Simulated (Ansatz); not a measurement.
Ansatz (a first-principles code) input:

Ansatz 0.2 input:
```yaml
crystal:
  lattice:
    - [4.5282794551, 0.0, 0.0]
    - [0.0, 4.5282794551, 0.0]
    - [0.0, 0.0, 3.1807635833]
  atoms:
    - { symbol: Ir, position: [0.0, 0.0, 0.0] }
    - { symbol: Ir, position: [0.5, 0.5, 0.5] }
    - { symbol: O, position: [0.308558253, 0.308558253, 0.0] }
    - { symbol: O, position: [0.191441747, 0.808558253, 0.5] }
    - { symbol: O, position: [0.691441747, 0.691441747, 0.0] }
    - { symbol: O, position: [0.808558253, 0.191441747, 0.5] }
kpoints:
  mp_grid: { grid: [9, 9, 13] }
hamiltonian:
  xc: pbe
  pseudopotentials: { kind: paw }
scf:
  occupations: { method: fermi_dirac, width: 0.1 }
phonons:
  method: dfpt
  response_accuracy: low
  eigenvectors: true
  rigid_motions: translations
```

Output (shortened):

```
Pseudopotential: Ir, paw, valence charge 17
Pseudopotential: O, paw, valence charge 6
Functional definition: PBE
Crystal: 6 atoms, lattice volume = 65.223 Å³
Basis set: ecut = 420 eV, 1251 PW (Γ), exchange–correlation on 64×64×48 points (8 copies of the dense FFT grid, shifted against one another)
Bands: 35, of which v1, the nominal top of the filled ones, is band 29 counted from 1 (28 counted from 0)
Symmetry: 16 space group operations
k-points: 287 of 1053 (irreducible under 2 space group operations, time reversal used)
SCF iter   1: F=—  HF=-26135.299050 eV  |F-HF|=—  |Δ(HF+E_count)|=         —  Δρ=3.45e-3  dr2=4.72e-3  ethr=1.77e-3  ⟨swp⟩=5.7  Hψ=37850  notcnv=0  defer=2
preconditioner: auto → LDOS
SCF iter   2: F=—  HF=-26135.301703 eV  |F-HF|=—  |Δ(HF+E_count)|=   2.65e-3  Δρ=1.34e-3  dr2=3.98e-4  ethr=8.14e-6  ⟨swp⟩=2.1  Hψ=18482  notcnv=0  defer=2
SCF iter   3: F=—  HF=-26135.301715 eV  |F-HF|=—  |Δ(HF+E_count)|=   1.18e-5  Δρ=5.72e-4  dr2=2.36e-4  ethr=6.86e-7  ⟨swp⟩=2.0  Hψ=16432  notcnv=0  defer=2
SCF iter   4: F=—  HF=-26135.301667 eV  |F-HF|=—  |Δ(HF+E_count)|=   4.81e-5  Δρ=1.52e-4  dr2=5.35e-6  ethr=4.07e-7  ⟨swp⟩=2.7  Hψ=16741  notcnv=0  defer=2
SCF iter   5: F=—  HF=-26135.301669 eV  |F-HF|=—  |Δ(HF+E_count)|=   1.75e-6  Δρ=2.46e-5  dr2=2.87e-7  ethr=9.23e-9  ⟨swp⟩=2.2  Hψ=18154  notcnv=0  defer=2
SCF iter   6: F=—  HF=-26135.301669 eV  |F-HF|=—  |Δ(HF+E_count)|=   1.41e-8  Δρ=3.86e-6  dr2=5.60e-9  ethr=4.95e-10  ⟨swp⟩=2.0  Hψ=14895  notcnv=0  defer=2
SCF iter   7: F=—  HF=-26135.301669 eV  |F-HF|=—  |Δ(HF+E_count)|=   1.27e-9  Δρ=8.00e-7  dr2=2.22e-10  ethr=9.65e-12  ⟨swp⟩=2.0  Hψ=16016  notcnv=0  defer=2
SCF iter   8: F=-26135.301669 eV  HF=-26135.301669 eV  |F-HF|=7.28e-12  |Δ(HF+E_count)|=  3.27e-11  Δρ=1.54e-7  dr2=5.25e-12  ethr=1.00e-12  ⟨swp⟩=4.2  Hψ=50096  notcnv=0
SCF 1 converged in 8 iterations: F = -26135.301669 eV  dr2 = 5.25e-12
DFPT response loops at Γ: preconditioner auto → Kerker (q_TF=auto, 2.675 Å⁻¹) (partly filled bands, converged f_vac=0.033) …
SCF converged after 8 iterations
Free energy (F): -26135.301669 eV
Harris-Foulkes:  -26135.301669 eV  (|F-HF|=7.28e-12)
Internal energy: -26135.202668 eV  (E = F + TS)
E sigma→0 (E₀):  -26135.252168 eV
Entropy (-TS):   -0.099001 eV (-16.500 meV/atom)
Fermi energy:    14.060700 eV
--- Per-component energies (eV) ---
  E_band       = -476.540816
  E_kinetic    = 1938.753789
  E_local      = -4507.407845  (includes V_loc(G=0)·N_el)
  E_nonlocal   = 338.818215
  E_hartree    = 1663.229913
  E_xc         = -824.659813
  E_vxc        = -968.405921  (∫ρ·V_xc dr)
  E_paw        = -19078.180307  (= ΣΔE_a)
  E_vpaw       = -604.768966  (= ΣTr[D̂ρ^β])
  E_aug_tail   = 0.010052  (compensation charges beyond the density's cutoff)
  E_ewald      = -5665.766671
  E_smearing   = -0.099001  (= −TS)
  E_closure    = 0.000000  (closes the sum)
  Σ components = -26135.301669   (vs F -26135.301669, Δ=0.00e0)
  [band-id]    e_kinetic+e_local+e_nonlocal+2·e_hartree+e_vxc+e_vpaw+e_augmentation_tail = -476.540851   (vs E_band -476.540816, Δ=-3.42e-5)
--- Band table (eV; the first three rows and the last of 287) ---
  k-point 0: bands = ["-79.2693", "-79.2679", "-36.2505", "-36.2505", "-36.1483", "-36.1336", "-35.9909", "-35.9909", "-6.9920", "-5.8204", "-4.7775", "-4.7775", "4.4099", "4.6632", "6.2390", "6.2390", "6.3709", "8.9886", "9.2535", "9.2535", "10.5105", …
  k-point 1: bands = ["-79.2692", "-79.2678", "-36.2501", "-36.2501", "-36.1539", "-36.1397", "-35.9902", "-35.9902", "-6.9366", "-5.7897", "-4.8093", "-4.8093", "4.4903", "4.7219", "6.2798", "6.2798", "6.4308", "8.7505", "9.3079", "9.3079", "10.1143", …
  k-point 2: bands = ["-79.2687", "-79.2675", "-36.2488", "-36.2488", "-36.1695", "-36.1566", "-35.9880", "-35.9880", "-6.7776", "-5.7072", "-4.8961", "-4.8961", "4.7248", "4.8889", "6.3984", "6.3984", "6.6094", "8.1895", "9.3974", "9.4480", "9.4480", …
  k-point 286: bands = ["-79.2662", "-79.2662", "-36.2571", "-36.2553", "-36.2286", "-36.2268", "-35.9777", "-35.9776", "-5.7194", "-5.6856", "-5.2144", "-5.1851", "5.6511", "5.7350", "6.3067", "6.3645", "7.6863", "8.0018", "8.4698", "8.6827", "9.1476", …
--- Phonons (Γ-DFPT): 4 representative perturbations + reference, on 287 of 1053 k-points (Σ response iterations 12) ---
  ASR residual: 8.378e-4 → 0.000e0 eV/Å²; symmetrization residual: 4.260e-5 eV/Å²
  ASR residual per site (eV/Å²): 8.38e-4 8.38e-4 7.11e-5 7.11e-5 7.11e-5 7.11e-5
  Γ frequencies (cm⁻¹): 0.00 0.00 0.00 174.72 174.92 226.67 226.67 361.54 361.54 363.64 539.19 539.19 664.62 684.26 698.72 706.25 710.26 710.26
  non-analytic LO–TO correction: not included (Born effective charges unavailable; polar crystals: no LO–TO splitting at Γ)
```

Cost: about 4 core-minutes (a rough figure) on shared cores.

Space group P4_2/mnm (rutile). The cell was relaxed with PBE under the symmetry of its start; of distortions, only those at the zone centre were tested. No spin polarisation was allowed. As this level gives no gap, phonon frequencies hold no LO–TO term and depend on the k-mesh and smearing (Fermi–Dirac, 0.1 eV here). Spin–orbit coupling is left out wherever it is not named.

Potentials: the later of the program's two PAW sets.

Ansatz is a plane-wave DFT program.
